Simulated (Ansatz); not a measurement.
**Computed properties of Te$_{2}$Mo**

Te₂Mo:
```
Te2Mo
1.0
    6.32330     0.00000     0.00000
    0.00000     3.49161     0.00000
   -0.56943     0.00000    14.30626
Te Mo
8 4
Direct
  0.56633   0.75000   0.35657
  0.43367   0.25000   0.64343
  0.58200   0.25000   0.10152
  0.41800   0.75000   0.89848
  0.09058   0.75000   0.14351
  0.90942   0.25000   0.85649
  0.06292   0.25000   0.39839
  0.93708   0.75000   0.60161
  0.32049   0.75000   0.50701
  0.67951   0.25000   0.49299
  0.18082   0.25000   0.00725
  0.81918   0.75000   0.99275
```

Space group P2_1/m (No. 11); conventional cell a = 6.3233 Å, b = 3.4916 Å, c = 14.3176 Å, α = 90.00°, β = 92.28°, γ = 90.00°.

Method: the program Ansatz at the r²SCAN+D4 level (PAW). Structure relaxed to zero pressure with the same functional. Other levels are named where they apply.

**Cell and energy**

```json
{
 "volume_per_atom": "26.32 Å³",
 "density": "7.38 g/cm³",
 "Formation energy from the elements (no fitted shifts)": "-0.30 eV/atom"
}
```

**Electronic structure**

```json
{
 "electronic_character": "metallic (no gap)",
 "Density of states at the Fermi level": "0.17 states/eV per atom (mean over ±0.08 eV)",
 "Gap with spin–orbit coupling": "none (metallic)"
}
```

**Mechanics**

```json
{
  "Bulk modulus (Birch–Murnaghan fit)": "24.7 GPa",
  "Pressure derivative B′": "11.8"
}
```

**Charges**

```json
{
 "bader_charges": "Te -0.35 to -0.31, Mo +0.65 e"
}
```

The workflow started from an entry of the Crystallography Open Database (COD), which files this formula under 2 space groups. It is not the phase usual at ambient conditions (space group No. 194). The r²SCAN+D4 relaxation kept the symmetry of its start; whether a distortion lowers the energy is not shown. No spin polarisation was allowed. The references are the lowest solids computed at this level, not always the standard phases. Spin–orbit coupling is left out wherever it is not named.

Potentials: the earlier of the program's two PAW sets.
